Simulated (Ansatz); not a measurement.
As (diamond, space group No. 227) at seven volumes, DFT-r²SCAN in the program Ansatz with PAW potentials, scaled uniformly. One row is withheld.

```
V (Å³/atom)  P (GPa)
-----------  -------
25.272          5.34
26.105          3.21
26.938          1.47
27.771          0.00
28.604         -1.37
29.438         -2.65
30.271             ?
```

### Question
Fit the shown pressures and predict the withheld one.

### Answer
Third-order Birch–Murnaghan: P = (3/2)B₀(x^(7/2) − x^(5/2))[1 + (3/4)(B′ − 4)(x − 1)] with x = (V₀/V)^(2/3). Least squares on the six rows gives V₀ = 27.740 Å³/atom, B₀ = 48.56 GPa, B′ = 3.44. At V = 30.271, x = 0.9435 and P = -3.65 GPa. The run itself gave -3.68 GPa.

Space group Fd-3m (diamond). The start of the workflow was typed in or built on a structure type; neither database checked (COD, Materials Project) lists it. It is not the phase usual at ambient conditions (space group No. 166). The cell was relaxed with r²SCAN under the symmetry of its start. At this level the phase is mechanically unstable.

Potentials: the later of the program's two PAW sets.
